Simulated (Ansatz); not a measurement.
HfO₂ (fluorite)

```yaml
crystal:
  lattice:
    - [0.00000, 2.52190, 2.52190]
    - [2.52190, 0.00000, 2.52190]
    - [2.52190, 2.52190, 0.00000]
  atoms:
    - { symbol: Hf, position: [0.00000, 0.00000, 0.00000] }
    - { symbol: O, position: [0.25000, 0.25000, 0.25000] }
    - { symbol: O, position: [0.75000, 0.75000, 0.75000] }
```

The slice is a {100} plane (indices of the conventional cell) through the point (0.250, 0.250, 0.250) (fractional), spanned by u = [100] and v = [0 1 -1] in vectors of this cell: u (3.57 Å) and v (3.57 Å, at 90° to u). It covers one period; positions are fractions (u, v).

These are PBEsol (plane waves to 420 eV, PAW, scalar-relativistic; Ansatz, a quantum-chemistry and plane-wave program) values and carry that method's errors. k mesh 11×11×11. These are valence fields of a PAW run, semicore shells included where kept as valence: close to a nucleus they are smooth pseudo fields. HfO2 is run without spin polarisation. HfO2 was relaxed with its symmetry unable to fall. Spin-orbit coupling is left out, though Hf is heavy. This is a high-temperature form of HfO2.

### Question
Predict the map of the density of the lowest conduction band (whole band as if filled, smooth part) on the slice.

### Answer
```
|11233211112356899986532111123321|
|22333210112346788876432110123332|
|33332110011235667665321100112333|
|33321100001233455543321000011233|
|22211000001122333332211000001122|
|11110000000111222221110000000111|
|11000000000001111111000000000001|
|11100000000000111110000000000011|
|11110000000000011100000000000111|
|22211100000001111111000000011122|
|33322110000011222221100000112233|
|55433210000112333332110000123345|
|76653211001123333333211001123566|
|88764321101233322233321011234678|
|99865321111233211123321111235689|
|99875321111233200023321111235789|
|99865321111233211123321111235689|
|88764321101233322233321011234678|
|76653211001123333333211001123566|
|55433210000112333332110000123345|
|33322110000011222221100000112233|
|22211100000001111111000000011122|
|11110000000000011100000000000111|
|11100000000000111110000000000011|
|11000000000001111111000000000001|
|11110000000111222221110000000111|
|22211000001122333332211000001122|
|33321100001233455543321000011233|
|33332110011235667665321100112333|
|22333210112346788876432110123332|
|11233211112356899986532111123321|
|00233211112357899987532111123320|
```
Scale: ten equal steps from 0.006 (start of '0') to 0.145 (end of '9'), in the order '0123456789'. Values: density of the lowest conduction band (whole band as if filled, smooth part) in e/Å³. The map has 32 points along u (one character each, u = 0 at the left) and 32 along v (v = 0 in the bottom row).
